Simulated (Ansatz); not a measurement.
Ru3W (Cu3Au type, Pm-3m) at seven volumes, the program Ansatz at the PBE level (PAW), scaled uniformly. One row is withheld.

```
V (Å³/atom)  P (GPa)
-----------  -------
13.056         36.29
13.486         22.09
13.916         10.11
14.347          0.00
14.777             ?
15.208        -15.73
15.638        -21.78
```

Problem. Fit the shown pressures and predict the withheld one.

Solution. Third-order Birch–Murnaghan: P = (3/2)B₀(x^(7/2) − x^(5/2))[1 + (3/4)(B′ − 4)(x − 1)] with x = (V₀/V)^(2/3). Least squares on the six rows gives V₀ = 14.347 Å³/atom, B₀ = 308.8 GPa, B′ = 4.66. At V = 14.777, x = 0.9805 and P = -8.51 GPa. The run itself gave -8.54 GPa.

A made-up cell: these elements were put on the sites of a structure type; neither database checked (COD, Materials Project) lists it. Whether it is the stable phase at ambient conditions was not checked. Symmetry was held in the PBE relaxation; its stability against distortions is not shown here. No spin polarisation was allowed. Spin–orbit coupling is left out wherever it is not named.

Potentials: the earlier of the program's two PAW sets.
